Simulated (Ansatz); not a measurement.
Al:
```
Al
1.0
    0.00000     1.99601     1.99601
    1.99601     0.00000     1.99601
    1.99601     1.99601     0.00000
Al
1
Direct
  0.00000   0.00000   0.00000
```

Relaxed with the program Ansatz at the r²SCAN level (PAW). Indices refer to the conventional cell of Fm-3m, a = 3.992 Å, b = 3.992 Å, c = 3.992 Å, α = 90.00°, β = 90.00°, γ = 90.00°.

**Question.** Simulate the powder diffraction pattern (Cu Kα, λ = 1.54184 Å; lines above 1 %) up to 2θ = 90°.

**Answer.** Simulated powder pattern, Cu Kα, λ = 1.54184 Å (kinematic, ideal powder, no thermal factors, no anomalous dispersion; the 30 strongest lines at most, above 1 %, up to 2θ = 90°):

| 2θ (°) | d (Å) | I/Imax (%) | hkl |
|---|---|---|---|
| 39.08 | 2.305 | 100 | (111) |
| 45.44 | 1.996 | 48 | (200) |
| 66.22 | 1.411 | 30 | (220) |
| 79.66 | 1.204 | 35 | (311) |
| 83.98 | 1.152 | 10 | (222) |

Symmetry was held in the r²SCAN relaxation.

Potentials: the later of the program's two PAW sets.
